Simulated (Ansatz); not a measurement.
Starting cell, Ca (fcc, Cu type):

```xyz
2
Lattice="0.0000 5.5264 5.5264 2.7632 0.0000 2.7632 2.7632 2.7632 0.0000" Properties=species:S:1:pos:R:3 pbc="T T T"
Ca     0.0000     0.0000     0.0000
Ca     2.7632     2.7632     5.5264
```

A phonon eigenvector at L = (0.5, 0.0, 0.0) is frozen into this cell: atom i moves by Q times the vector below, so Q is the largest atomic displacement, in Å. The cell is held. It is one choice among 2 degenerate patterns. (q is in reciprocal vectors of the primitive cell; the cell shown is doubled to hold the pattern.)

| atom | x | y | z |
|---|---|---|---|
| Ca1 | 0.285 | -0.520 | 0.805 |
| Ca2 | -0.285 | 0.520 | -0.805 |

Calculation: PBE (plane waves to 420 eV, PAW, scalar-relativistic; Ansatz, a first-principles code). k mesh 15×15×15 (Γ-centred), Fermi-Dirac smearing 0.05 eV. E stands for the smeared free energy. With partly filled bands, energies and forces of such displacements shift with the k mesh and the smearing. Ca was relaxed with its symmetry unable to fall. The PAW data are Ansatz's earlier set. The zero of ΔE is the undisplaced structure. The last digit holds for this mesh only.

| Q (Å) | ΔE (meV/cell) |
|---|---|
| -0.2800 | 63.0 |
| -0.2333 | 44.8 |
| -0.1867 | 29.3 |
| -0.1400 | withheld |
| -0.0933 | 7.5 |
| -0.0467 | 1.9 |
| 0.0000 | 0.0 |
| 0.0467 | 1.9 |
| 0.0933 | 7.5 |
| 0.1400 | withheld |
| 0.1867 | 29.3 |
| 0.2333 | 44.8 |
| 0.2800 | 63.0 |

Problem. Fit an even polynomial form (powers 2, 4) to the given rows and predict ΔE at Q = -0.1400.

Solution. Least squares on the 11 given rows: ΔE = (869.2)·Q² + (-837.9)·Q⁴, in meV/cell with Q in Å; root-mean-square residual 0.02 meV/cell. At -0.1400 the fit gives 16.7 meV/cell; the calculation gives 16.7 meV/cell, the same to the digits shown. The quadratic term alone would give 17.0 meV/cell.

(A displaced cell: forces are minus the slopes of the energy, force constants its curvatures, and phonons follow from these.)
